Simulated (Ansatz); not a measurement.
Mg2Au:
```yaml
crystal:
  lattice:
    - [5.99359, 0.00000, 0.00000]
    - [0.00000, 4.49748, 0.00000]
    - [0.00000, 0.00000, 8.40623]
  atoms:
    - { symbol: Mg, position: [0.46174, 0.25000, 0.20402] }
    - { symbol: Mg, position: [0.53826, 0.75000, 0.79598] }
    - { symbol: Mg, position: [0.03826, 0.75000, 0.70402] }
    - { symbol: Mg, position: [0.96174, 0.25000, 0.29598] }
    - { symbol: Mg, position: [0.67659, 0.75000, 0.43720] }
    - { symbol: Mg, position: [0.32341, 0.25000, 0.56280] }
    - { symbol: Mg, position: [0.82341, 0.25000, 0.93720] }
    - { symbol: Mg, position: [0.17659, 0.75000, 0.06280] }
    - { symbol: Au, position: [0.27598, 0.25000, 0.88615] }
    - { symbol: Au, position: [0.72402, 0.75000, 0.11385] }
    - { symbol: Au, position: [0.22402, 0.75000, 0.38615] }
    - { symbol: Au, position: [0.77598, 0.25000, 0.61385] }
```

Relaxed with r²SCAN. Special points in fractions of this cell's reciprocal vectors: Γ (0.000, 0.000, 0.000); X (0.500, 0.000, 0.000); S (0.500, 0.500, 0.000); Y (0.000, 0.500, 0.000); Z (0.000, 0.000, 0.500); U (0.500, 0.000, 0.500); R (0.500, 0.500, 0.500); T (0.000, 0.500, 0.500).

Q: List the band energies nearest the Fermi level at these points for DFT-r²SCAN in the program Ansatz with PAW potentials.

A: In eV from the Fermi level; about four levels below and three above (degenerate sets whole), none deeper than 8.9 eV; points with the same levels are listed once.

| k | below | above |
|---|---|---|
| Γ | -1.73 -1.53 -0.78 -0.40 | 0.15 0.69 1.98 |
| X | -4.42 -4.42 -4.02 -4.02 | 0.75 0.75 1.83 1.83 |
| S | -1.57 -1.57 -1.57 -1.57 | 3.80 3.80 3.80 3.80 |
| Y | -1.82 -1.82 -0.73 -0.73 | 0.45 0.45 0.52 0.52 |
| Z | -2.28 -2.28 -1.79 -1.79 | 0.06 0.06 0.75 0.75 |
| U | -1.66 -1.66 -1.50 -1.50 | 1.25 1.25 1.44 1.44 |
| R | -0.05 -0.05 -0.05 -0.05 | 1.62 1.62 1.62 1.62 |
| T | -1.10 -1.10 -0.79 -0.79 | 1.36 1.36 1.66 1.66 |

Space group Pnma. The workflow started from a Materials Project entry (that database holds measured and hypothetical structures alike); the Crystallography Open Database files this formula in space group No. 62, but the cells were not matched. Whether it is the stable phase at ambient conditions was not checked. The r²SCAN relaxation kept the symmetry of its start; whether a distortion lowers the energy is not shown. Spin–orbit coupling is left out wherever it is not named.

Potentials: the later of the program's two PAW sets.
